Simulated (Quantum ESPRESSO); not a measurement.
For atom 1 (Cl) of Cl₂ in Cmce, the PAW reconstruction of the field gradient on a scalar-relativistic PBE ground state (a modified build of Quantum ESPRESSO, JTH datasets) gives this field-gradient tensor in Cartesian axes (atomic units, 1 a.u. = 9.7174×10²¹ V/m²):

```
-2.9115   0.0000   0.0000
 0.0000  -0.7819   3.2743
 0.0000   3.2743   3.6934
```

The cell comes from the Materials Project (a computed structure). It is Cl2 in Cmce; whether this form has been observed was not checked. Stability against distortions was not tested. Forces on the atoms reach 0.39 eV/Å at this level.  Cores are frozen. Against all-electron runs on small test molecules, this scheme's |Vzz| missed by −3 to −9 % on Cl.

Find the principal values, η_Q, |C_Q|, ν_Q and P_Q for ³⁵Cl (I = 3/2, |Q| = 0.0817 barn).

Eigenvalues (principal values) by size: Vxx = -2.5101, Vyy = -2.9115, Vzz = 5.4216 a.u. (they sum to zero).
η_Q = (Vxx − Vyy)/Vzz = 0.07.
|C_Q| = 234.96 MHz × |Q|/barn × |Vzz|/a.u. = 234.96 × 0.0817 × 5.4216 = 104 MHz.
Quadrupole frequency ν_Q = 3C_Q/[2I(2I − 1)] = 52.0 MHz, and P_Q = C_Q(1 + η²/3)^½ = 104 MHz.
